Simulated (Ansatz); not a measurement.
Elements on the sites of an ideal wurtzite lattice, at a guessed lattice constant:

```xyz
24
Lattice="4.3805 2.5291 0.0000 0.0000 5.0582 4.7310 4.3805 -2.5291 4.7310" Properties=species:S:1:pos:R:3 pbc="T T T"
B     4.3805   -0.8430    4.7310
B     2.9204    1.6861    4.7310
B     1.4602    0.8430    2.3655
B     2.9203    3.3721    7.0964
B     5.8407    3.3721    7.0964
B     4.3805    0.8430    2.3655
N     7.3009    4.2152    6.5193
N     5.8407    1.6860    6.5193
N     4.3805    4.2152    6.5193
N     2.9204    1.6861    1.7883
N     5.8407    3.3721    4.1538
N     4.3805    5.9012    4.1538
N     7.3008    0.8430    4.1538
N     2.9203    3.3721    4.1538
N     5.8407    3.3721    8.8848
N     4.3805    0.8430    4.1538
O     4.3805    4.2152    1.7883
O     5.8407    1.6860    1.7883
Zn    1.4602    4.2151    4.7310
Zn    2.9204    6.7443    4.7310
Ga    4.3805    4.2152    4.7310
Ga    4.3805    0.8430    7.0964
Ga    2.9203    3.3721    2.3655
Y     5.8407    1.6860    4.7310
```

Cell and atoms were relaxed without symmetry on coarser meshes and computed once more. The calculation used DFT r2SCAN, scalar-relativistic, plane waves, PAW (Ansatz 0.2.0).

Settings: cutoff 500 eV, Γ-centred mesh 5×4×4 on the computed 24-atom cell, Gaussian smearing of 0.02 eV; no spin polarisation.

The relaxation ran on 2×2×2 (shifted) and then 4×3×3 k points with a smearing of 0.1 eV, from sites shaken by 0.02 Å.

Question: What does the relaxation give?

Answer: A volume of 9.98 Å³/atom and a gap on the mesh of 2.15 eV. The atoms leave their sites by 0.72 Å (root mean square) and 1.32 Å at most, and the cell stretches by up to 6.9 % at fixed volume, so the lattice hasn't survived.

```
B N O Zn Ga Y
1.0
     4.50287    2.61752   -0.05977
    -0.29315    5.63095    5.04225
     4.44888   -2.63588    4.57917
B N O Zn Ga Y
6 10 2 2 3 1
Direct
  0.27256 0.02230 0.75507
  0.12106 0.55869 0.48344
  0.09864 0.31695 0.23168
  0.06000 0.88214 0.61358
  0.64792 0.71367 0.80894
  0.38264 0.08324 0.40635
  0.95010 0.71124 0.65646
  0.56638 0.53772 0.87535
  0.29097 0.90658 0.42052
  0.41218 0.19737 0.20690
  0.96718 0.47014 0.41307
  0.87625 0.79809 0.14744
  0.97697 0.02418 0.76434
  0.42599 0.52010 0.39345
  0.42056 0.89344 0.89017
  0.41166 0.12691 0.58692
  0.04819 0.40248 0.03387
  0.91036 0.19661 0.28810
  0.12051 0.92435 0.19423
  0.65355 0.99720 0.00396
  0.64127 0.68404 0.35917
  0.15563 0.62132 0.96329
  0.63602 0.37206 0.14813
  0.67731 0.29818 0.62527
```

An odd mesh misses points on the zone edge, so a gap read on it can be too wide.

Cost: 2 runs of about 27 core-minutes in all (earlier runs that led there not counted), on Intel Xeon Platinum 8259CL (Skylake/Cascade Lake) (shared hosts).